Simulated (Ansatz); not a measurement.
ZrHg₃:
```xyz
4
Lattice="4.4095 0.0000 0.0000 0.0000 4.4095 0.0000 0.0000 0.0000 4.4095" Properties=species:S:1:pos:R:3 pbc="T T T"
Hg     0.0000     2.2047     2.2047
Hg     2.2047     0.0000     2.2047
Hg     2.2047     2.2047     0.0000
Zr     0.0000     0.0000     0.0000
```

Relaxed with r²SCAN. Special points in fractions of this cell's reciprocal vectors: Γ (0.000, 0.000, 0.000); X (0.000, 0.500, 0.000); M (0.500, 0.500, 0.000); R (0.500, 0.500, 0.500).

Q: List the band energies nearest the Fermi level at these points for r²SCAN (plane waves, PAW; program Ansatz).

A: In eV from the Fermi level; about four levels below and three above (degenerate sets whole), none deeper than 8.9 eV; … stands for higher levels left out; points with the same levels are listed once.

```tsv
k	below	above
Γ	-6.16 -6.16 -6.16 -1.03 -1.03	0.08 0.08 0.08
X	-6.16 -0.50 -0.50 -0.14	0.47 1.56 2.04
M	-6.02 -3.85 -3.85 -3.01	0.18 0.18 1.77
R	-1.98 -1.36 -1.36 -1.36	2.33 2.33 …
```

Space group Pm-3m (Cu3Au type). The workflow started from an entry of the Crystallography Open Database (COD). Whether it is the stable phase at ambient conditions was not checked. The r²SCAN relaxation kept the symmetry of its start; whether a distortion lowers the energy is not shown. No spin polarisation was allowed. Scalar-relativistic: spin–orbit coupling is off unless named, which matters more the heavier the elements.

Potentials: the later of the program's two PAW sets.
